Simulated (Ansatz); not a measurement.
In₂SbAs:
Space group R3m, hexagonal axes (No. 160); a = b = 4.458 Å, c = 21.872 Å, α = β = 90.00°, γ = 120.00°

```json
[
 {"atom": "In", "site": "3a", "symmetry": "3m", "x": "0.0000", "y": "0.0000", "z": "0.9951"},
 {"atom": "In", "site": "3a", "symmetry": "3m", "x": "0.0000", "y": "0.0000", "z": "0.5047"},
 {"atom": "Sb", "site": "3a", "symmetry": "3m", "x": "0.0000", "y": "0.0000", "z": "0.3757"},
 {"atom": "As", "site": "3a", "symmetry": "3m", "x": "0.0000", "y": "0.0000", "z": "0.8746"}
]
```
(The calculation used a cell of 4 atoms; values per cell refer to that cell.)

Relaxed with PBEsol. DFT-PBEsol in the program Ansatz with PAW potentials gives no gap.

What gap does HSE06 give on the same cell (Ansatz, PAW)?

It stays without a gap at the points solved. The hybrid was solved on a coarser mesh and at special points; its gap is the smallest among all of these. On such a mesh it can open a false gap in a semimetal.

```
k   v1 PBEsol  c1 PBEsol  v1 HSE06  c1 HSE06
--  ---------  ---------  --------  --------
Γ        0.00       0.00      0.00      0.00
T       -0.32       0.17         …         …
L       -1.56       1.45         …         …
F       -1.07       0.36         …         …
S0      -1.83       1.72     -1.97      2.37
H0      -1.83       1.89         …         …
```

Top valence (v1) and lowest conduction level (c1) in eV from each method's valence maximum (which need not be a listed point): supply the withheld HSE06 values.


- H0, v1 HSE06: -1.97
- H0, c1 HSE06: 2.55
- F, v1 HSE06: -1.16
- F, c1 HSE06: 1.02
- T, v1 HSE06: -0.33
- T, c1 HSE06: 0.80
- L, v1 HSE06: -1.69
- L, c1 HSE06: 2.10

Cost on shared cores: the PBEsol run (SCF on a 11×11×11 mesh, then bands and DOS) about 4 core-minutes (a rough figure), the HSE06 run (SCF on 6×6×6, then a few points) roughly 16 core-minutes; the tasks are unlike.

The workflow started from a Materials Project entry (that database holds measured and hypothetical structures alike); the Crystallography Open Database copy checked does not list it. Its standing as an ambient phase is unchecked. The PBEsol relaxation kept the symmetry of its start; its stability against distortions is not shown here. A small band overlap can be real or an error of a semilocal functional. Scalar-relativistic: spin–orbit coupling is off unless named, which matters more the heavier the elements.

Potentials: the later of the program's two PAW sets.
